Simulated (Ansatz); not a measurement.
NaMo$_{3}$Se$_{3}$:
```xyz
14
Lattice="8.7819 0.0000 0.0000 -4.3910 7.6054 0.0000 0.0000 0.0000 4.4825" Properties=species:S:1:pos:R:3 pbc="T T T"
Na     0.0000     5.0702     1.1206
Na     4.3910     2.5351     3.3619
Mo     0.4461     1.4543     1.1206
Mo     3.9449     6.1511     3.3619
Mo     7.7455     1.1135     3.3619
Mo    -3.3546     6.4919     1.1206
Mo     2.9085     7.2646     1.1206
Mo     1.4825     0.3408     3.3619
Se     6.7140     2.2261     1.1206
Se    -2.3230     5.3792     3.3619
Se     1.4291     6.9275     3.3619
Se     2.9619     0.6778     1.1206
Se     3.4970     4.7014     1.1206
Se     0.8939     2.9040     3.3619
```

Relaxed with r²SCAN. Special points in fractions of this cell's reciprocal vectors: Γ (0.000, 0.000, 0.000); M (0.500, 0.000, 0.000); K (0.333, 0.333, 0.000); A (0.000, 0.000, 0.500); L (0.500, 0.000, 0.500); H (0.333, 0.333, 0.500).

Problem. List the band energies nearest the Fermi level at these points for DFT-r²SCAN with spin–orbit coupling in the program Ansatz with PAW potentials.

Solution. In eV from the Fermi level; about four levels below and three above (degenerate sets whole), none deeper than 8.9 eV; points with the same levels are listed once.

```tsv
k	below	above
Γ	-1.38 -1.38 -1.13 -1.13	0.38 0.38 0.42 0.42
M	-1.13 -1.13 -1.03 -1.03	0.41 0.41 0.50 0.50
K	-1.12 -1.12 -1.06 -1.06	0.41 0.41 0.42 0.42
A	-2.03 -2.03 -2.03 -2.03	0.09 0.09 0.09 0.09
L	-2.00 -2.00 -2.00 -2.00	0.15 0.15 0.15 0.15
H	-2.03 -2.03 -2.03 -2.03 -1.96 -1.96	0.14 0.14 0.15 0.15
```

Space group P6_3/m. The workflow started from a Materials Project entry (that database holds measured and hypothetical structures alike); the Crystallography Open Database copy checked does not list it. Whether it is the stable phase at ambient conditions was not checked. Symmetry was held in the r²SCAN relaxation; its stability against distortions is not shown here. No spin polarisation was allowed. A small band overlap can be real or an error of a semilocal functional.

Potentials: the later of the program's two PAW sets.
